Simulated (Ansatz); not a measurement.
S:
```cif
data_S32
_chemical_formula_sum 'S32'
_space_group_name_H-M_alt 'P2/c'
_space_group_IT_number 13
_space_group_name_Hall '-P 2yc'
_cell_length_a 8.19235
_cell_length_b 13.15783
_cell_length_c 9.15527
_cell_angle_alpha 90.000
_cell_angle_beta 122.415
_cell_angle_gamma 90.000
loop_
_atom_site_label
_atom_site_type_symbol
_atom_site_symmetry_multiplicity
_atom_site_Wyckoff_symbol
_atom_site_fract_x
_atom_site_fract_y
_atom_site_fract_z
_atom_site_occupancy
S1 S 4 g 0.35095 0.65443 0.17848 1
S2 S 4 g 0.18671 0.42047 0.16309 1
S3 S 4 g 0.25488 0.55662 0.29172 1
S4 S 4 g 0.41493 0.32205 0.30072 1
S5 S 4 g 0.08083 0.20564 0.88295 1
S6 S 4 g 0.24656 0.02870 0.52787 1
S7 S 4 g 0.68902 0.10873 0.53563 1
S8 S 4 g 0.14889 0.12553 0.32128 1
```

Relaxed with r²SCAN+D4.

### Question
Which orbitals make up the states near the band edges in the program Ansatz at the r²SCAN+D4 level (PAW)?

### Answer
Top 1 eV of the valence band: S 3p 93 %. Bottom 1 eV of the conduction band: S 3p 77 %, S 3s 12 %, outside the projected shells 10 %. Projections are on Löwdin-orthogonalised atomic valence shells; empty p or d shells of many metals are not among them.

### Question
Tabulate the density of states.

### Answer
States/eV per cell of 32 atoms, in 0.25 eV bins, energy from the valence-band maximum.

```
E (eV)  total   S 3p  S 3s
------  -----  -----  ----
-7.85    0.00   0.00  0.00
-7.60    0.00   0.00  0.00
-7.35    0.00   0.00  0.00
-7.10    0.00   0.00  0.00
-6.85    0.00   0.00  0.00
-6.60    8.42   8.18  0.02
-6.35   23.58  22.94  0.05
-6.10    7.25   6.48  0.67
-5.85   28.96  25.52  3.03
-5.60   24.19  20.94  2.92
-5.35    5.49   4.80  0.62
-5.10    9.45   8.61  0.69
-4.85   13.24  11.96  1.07
-4.60    7.70   6.91  0.65
-4.35   23.70  21.07  2.37
-4.10   35.71  31.36  3.94
-3.85   36.17  31.54  4.17
-3.60   31.15  27.87  2.83
-3.35    0.99   0.88  0.09
-3.10   11.48   9.95  1.25
-2.85   11.42  10.14  1.00
-2.60    9.09   8.30  0.55
-2.35    0.00   0.00  0.00
-2.10    0.00   0.00  0.00
-1.85    5.82   5.46  0.26
-1.60   35.74  33.29  1.78
-1.35   39.21  36.71  1.68
-1.10   51.31  48.38  1.77
-0.85   50.47  47.25  1.82
-0.60   25.56  23.73  1.08
-0.35    8.64   7.85  0.49
-0.10    7.26   6.60  0.42
0.15     0.00   0.00  0.00
0.40     0.00   0.00  0.00
0.65     0.00   0.00  0.00
0.90     0.00   0.00  0.00
1.15     0.00   0.00  0.00
1.40     0.00   0.00  0.00
1.65     0.00   0.00  0.00
1.90     0.00   0.00  0.00
2.15     0.00   0.00  0.00
2.40     6.73   5.10  1.01
2.65    20.87  15.96  2.92
2.90    23.31  17.99  2.92
3.15    20.74  16.19  2.31
3.40    22.96  17.91  2.34
3.65    10.25   8.12  0.64
3.90    23.00  19.18  0.91
4.15    32.09  26.88  1.49
4.40    40.90  33.75  2.75
4.65    30.54  25.06  2.15
4.90    18.80  15.57  0.97
5.15     5.82   4.88  0.22
5.40     0.00   0.00  0.00
5.65     0.00   0.00  0.00
5.90     0.00   0.00  0.00
6.15     0.03   0.00  0.00
6.40     6.71   0.31  0.02
6.65    10.71   0.50  0.03
6.90     8.89   0.34  0.03
7.15    12.96   0.43  0.04
```

The workflow started from a Materials Project entry (that database holds measured and hypothetical structures alike); the Crystallography Open Database files this formula in space group No. 13, but the cells were not matched. It is not the phase usual at ambient conditions (space group No. 70). Symmetry was held in the r²SCAN+D4 relaxation; its stability against distortions is not shown here.

Potentials: the later of the program's two PAW sets.
